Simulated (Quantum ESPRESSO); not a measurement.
# Moving one atom in B2GeN2O2

The results below are calculated, not measured. They come from pw.x of Quantum ESPRESSO 7.5, a plane-wave density functional program, with PseudoDojo standard norm-conserving files (v0.5 for PBE, v0.4.1 for LDA and PBEsol). The cells are made up: elements, strain and atom displacements were drawn at random, and nothing was relaxed. There is no spin polarisation, spin-orbit coupling or dispersion term.

The cell has 8 sites of a wurtzite lattice (rectangular cell). Sites 1 to 4 hold empty B Ge B; sites 5 to 8 hold N O O N. Cell vectors in Å: (2.767, -0.011, -0.001); (-0.018, 4.716, 0.017); (-0.001, 0.016, 4.481). Settings: PBE, cutoff 1143 eV, 6 x 4 x 4 k mesh shifted by half a step, Fermi-Dirac smearing of 0.025 eV.

Each run shifts the N atom on site 5 along z and leaves all else fixed. Site 4 is one of its nearest neighbours. E is the free energy of the cell above the lowest run shown. The last column is band 22 less band 21 at Gamma, from a band step after each run.

```
run  shift (Å)  Fz on site 5 (eV/Å)  Fz on site 4 (eV/Å)  P (GPa)  E (meV)  level step at Gamma (eV)
  1    -0.0833                0.743                2.680     5.69     11.4                     1.004
  2    -0.0642                0.449                2.753     6.24      0.0                     0.998
  4     0.0539               -1.325                3.237    10.04     52.7                     0.952
  5     0.0681               -1.530                3.298    10.53     73.0                     0.945
  6     0.0792               -1.688                3.346    10.92     90.9                     0.940
  7     0.1157               -2.195                3.503    12.23    161.8                     0.920
  3     0.0227                    ?                    ?        ?        ?                         ?
```

A rerun of one of these cells at 1437 eV and k mesh 8 x 6 x 6 moved values by no more than 0.002 eV in the cell's energy, 0.05 GPa in stress and 0.003 eV/Å in force.

## Worked fit

A parabola through the six runs shown gives Fz on site 5 = -0.535 - 14.95 u + 5.1 u² eV/Å, with u in Å and a scatter of 0.003 eV/Å. Minus the slope, 14.95 ± 0.09 eV/Å², is this atom's force constant along z at u = 0, with its periodic images moving too. The fitted force vanishes at u = -0.035 Å, where the energy should be lowest along this line. The error is the larger of the fit's own and the change that a cubic makes, rounded up.

## Withheld run

Question: what Fz on site 5 should run 3 give?

The fit gives -0.872 eV/Å. The calculation gave -0.867 eV/Å.

| run | shift (Å) | Fz on site 5 (eV/Å) | Fz on site 4 (eV/Å) | P (GPa) | E (meV) | level step at Gamma (eV) |
| --- | --- | --- | --- | --- | --- | --- |
| 3 | 0.0227 | -0.867 | 3.105 | 8.98 | 18.5 | 0.966 |